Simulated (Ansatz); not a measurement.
## MoS: which magnetic state is lowest?

Theory: DFT PBE+U, scalar-relativistic, plane waves, PAW (Ansatz).

```
Mo S
1.0
     0.00000    2.47848    2.47848
     2.47848    0.00000    2.47848
     2.47848    2.47848    0.00000
Mo S
1 1
Direct
  0.00000 0.00000 0.00000
  0.50000 0.50000 0.50000
```

```json
{
 "plane-wave cutoff": "420 eV",
 "Γ-centred k-mesh": "14×14×14",
 "occupation rule": "Gaussian smearing, 0.05 eV",
 "U_eff on Löwdin-orthogonalised atomic d orbitals": "Mo 4 eV",
 "list of starting moments (μB, in atom order)": "3.5 0",
 "check for lower electronic states after the SCF": "on"
}
```

All runs keep this geometry, which isn't relaxed for the lowest state (largest force there 0.000 eV/Å, pressure 24.9 GPa) and needn't be a stable compound; relaxing each order would shift the differences by some 200 meV/atom, going by the pressures and a bulk modulus of about 150 GPa. Site moments are spin moments in atom-centred spheres that scale with the neighbour distance. The states are those that the runs reached from these starts; a lower one can exist. No antiferromagnetic start is among these.

Problem. Order the starts by the energy of the state that they reach, lowest first.
A. large parallel starting moments
B. no spin

Solution. A (0.00 meV/atom), B (634 meV/atom).

```csv
start,ends,energy above lowest (meV/atom),site moments (μB),gap on mesh (eV),P (GPa)
no spin,non-magnetic,634,none over 0.05,metal,3.0
large parallel starting moments,ferromagnetic,0.00,Mo +2.16,metal,24.9
```

Cost: 2 runs of about 1.5 core-minutes in all, on Intel Xeon Processor @ 2.70GHz (shared hosts).